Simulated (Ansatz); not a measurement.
LaI2:
```
CELL_PARAMETERS angstrom
     -1.97196     1.97196     7.11801
      1.97196    -1.97196     7.11801
      1.97196     1.97196    -7.11801
ATOMIC_POSITIONS crystal
  La 0.00000 0.00000 0.00000
  I  0.36671 0.36671 0.00000
  I  0.63329 0.63329 0.00000
```

Relaxed with r²SCAN+D4.

Q: Map the valence electron density (e/Å³), cut off at 1 on the plane through (0.000, 0.000, 0.000) spanned by u = [1, 1, 0] and v = [1, -1, 0] in lattice vectors, from plane-wave PAW r²SCAN+D4 (Ansatz code).

A: x is the fraction of u, y of v (the angle between them is 90°; rows are the nearest grid lines); atoms in the plane: La at (0.00, 0.00), La at (0.50, 0.50), I at (0.37, 0.00), I at (0.87, 0.50), I at (0.13, 0.50), I at (0.63, 0.00).
```
|@@@*.      :#@@@@@=..=@@@@@#:      .*@@@|
|@@@+.      :#@@@@@-..-@@@@@#:      .+@@@|
|@@@=       :*@@@@%-..-%@@@@*:       =@@@|
|@@+.       .-*@@%=:..:=%@@*-.       .+@@|
|#*-.        :=**+-.  .-+**=:        .-*#|
|-:.....     .:-=-:.  .:-=-:.     .....:-|
|....::..     ..::......::..     ..::....|
|  .-+**=:        .-**-.        :=**+-.  |
| .:=%@@*-.       .+@@+.       .-*@@%=:. |
| .:*@@@@=.       -@@@@-       .=@@@@*:. |
| .-%@@@@*:       =@@@@=       :*@@@@%-. |
| .-@@@@@#:      .+@@@@+.      :#@@@@@-. |
| .-@@@@@#:      .+@@@@+.      :#@@@@@-. |
| .-%@@@@*:       =@@@@=       :*@@@@%-. |
| .:*@@@@=.       -@@@@-       .=@@@@*:. |
| .:=%@@*-.       .+@@+.       .-*@@%=:. |
|  .-+**=:        .-**-.        :=**+-.  |
|....::..     ..::......::..     ..::....|
|-:.....     .:-=-:.  .:-=-:.     .....:-|
|#*-.        :=**+-.  .-+**=:        .-*#|
|@@+.       .-*@@%=:..:=%@@*-.       .+@@|
|@@@=       :*@@@@%-..-%@@@@*:       =@@@|
|@@@+.      :#@@@@@-..-@@@@@#:      .+@@@|
|@@@*.      :#@@@@@=..=@@@@@#:      .*@@@|
```
Scale: ten equal steps from 0.013 (start of ' ') to 1.00 (end of '@'), in the order ' .:-=+*#%@'; x runs from 0.000 to 1.00, y from 0.000 (bottom) to 1.00 (top).

The density is the valence pseudo-density with augmentation charge, so density and ELF within about 1 Å of a nucleus are not all-electron values.

Space group I4/mmm (MoSi2 or CaC2 type). The workflow started from an entry of the Crystallography Open Database (COD). Its standing as an ambient phase is unchecked. Symmetry was held in the r²SCAN+D4 relaxation; whether a distortion lowers the energy is not shown. Scalar-relativistic: spin–orbit coupling is off unless named, which matters more the heavier the elements.

Potentials: the later of the program's two PAW sets.
